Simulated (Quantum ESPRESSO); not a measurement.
# Computed records: MgAl₃N₃O (made-up cell)

Calculation on a made-up crystal cell, not a measurement: periodic Kohn-Sham density functional theory in plane waves with PseudoDojo standard norm-conserving scalar-relativistic pseudopotentials, each functional with its own files (v0.5 for PBE, v0.4.1 for LDA and PBEsol), no spin polarisation, no spin-orbit coupling, atoms not relaxed, stress positive in tension, energies less a fixed whole-eV offset for each atom's element; levels are Kohn-Sham levels at fractions of this cell's reciprocal vectors, counted from the reference band (half the neutral cell's valence electrons, rounded up) at Gamma; error bars cover cutoff and k-mesh only, not smearing or the files; added strain carries the atoms with the cell, and shear is the tensor component; each bar is the largest change over components, and at least 0.002 eV, 0.002 eV per angstrom or 0.02 GPa; energies are for the whole cell, and the offsets were chosen from early runs and are not element reference energies. Program: Quantum ESPRESSO 7.5.

## MgAl₃N₃O (made-up cell)

```
CELL_PARAMETERS angstrom
4.00220 -0.02710 -0.02930
-0.02710 4.00330 0.03070
-0.02930 0.03070 4.07060
ATOMIC_POSITIONS crystal
Al 0.01717 0.99308 0.97922
Mg 0.01119 0.50125 0.50920
Al 0.49164 0.98752 0.48786
Al 0.50506 0.50924 0.99513
O 0.48140 0.00700 0.98464
N 0.48295 0.49004 0.50477
N 0.00460 0.99291 0.50222
N 0.00804 0.49093 0.00628
```

* lattice type: rocksalt
* functional: pbe
* cutoff: 1143 eV
* fermi dirac smearing: 0.025 eV
* scf tolerance: 1e-07 eV
* electrons removed: 0
* k mesh: 4 x 4 x 4, shifted by half a step
* free energy less offsets: 0.06183 eV
* smearing term minus ts: 0 eV
* scf iterations: 11
* pressure: 21.14 GPa
* stress xx: -25.86 GPa
* stress yy: -21.02 GPa
* stress zz: -16.55 GPa
* stress yz: 3.887 GPa
* stress xz: -3.97 GPa
* stress xy: -3.459 GPa
* reference band: 20
* error bar energy: 0.003558 eV
* error bar stress: 0.02 GPa
* error bar force: 0.002377 eV/Å
* error bar next band up: 0.002 eV
* error bars from: tighter rerun of this cell

Atoms:
| atoms element | atom site | atom energy offset (eV) |
| --- | --- | --- |
| Al | 1 | -64 |
| Mg | 2 | -1617 |
| Al | 3 | -64 |
| Al | 4 | -64 |
| O | 5 | -452 |
| N | 6 | -283 |
| N | 7 | -283 |
| N | 8 | -283 |

Forces:
| site | x (eV/Å) | y (eV/Å) | z (eV/Å) |
| --- | --- | --- | --- |
| 1 | -1.16 | 0.3711 | 0.8145 |
| 2 | -2.079 | -0.8396 | -0.6974 |
| 3 | 0.7323 | 0.6363 | 0.1975 |
| 4 | 0.1829 | -0.9107 | 0.2781 |
| 5 | 1.386 | -0.6239 | 0.6962 |
| 6 | 2.681 | 0.5124 | -0.4997 |
| 7 | -0.934 | 0.3177 | -0.5983 |
| 8 | -0.8088 | 0.5367 | -0.1909 |

Levels:
| level k point | next band up (eV) |
| --- | --- |
| Gamma | 2.948 |
| (1/2,1/2,1/2) | 2.806 |
| (0.15,0,0) | 3.496 |
| (0,0.15,0) | 3.521 |
| (0,0,0.15) | 3.514 |
